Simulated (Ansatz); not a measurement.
Consider the following.

TiSe2:
```xyz
3
Lattice="3.4823 0.0000 0.0000 -1.7411 3.0158 0.0000 0.0000 0.0000 5.8634" Properties=species:S:1:pos:R:3 pbc="T T T"
Se     0.0000     2.0105     1.5528
Se     1.7411     1.0053     4.3106
Ti     0.0000     0.0000     0.0000
```

This is the PBE+D3(BJ)-relaxed structure. x, y and z are the axes in which the lattice vectors are written.

Problem. All from DFT-PBE+D3(BJ) in the program Ansatz with PAW potentials, unless another level is named. Predict the highest zone-centre frequency.

Solution. 38.7 meV.

Problem. Next, the Hill bulk and shear moduli?

Solution. 44.0 and 30.6 GPa.

Problem. What about the elastic constants (relaxed ions, GPa)?

Solution. C11 = 117, C12 = 25.5, C13 = 18.6, C14 = -7.1, C33 = 58.8, C44 = 21.8.

Space group P-3m1 (CdI2 type). The PBE+D3(BJ) relaxation kept the symmetry of its start; of distortions, only those at the zone centre were tested. The run is not spin-polarised. As this level gives no gap, shear constants depend on the k-mesh and smearing (Fermi–Dirac, 0.1 eV here).

Potentials: the later of the program's two PAW sets.
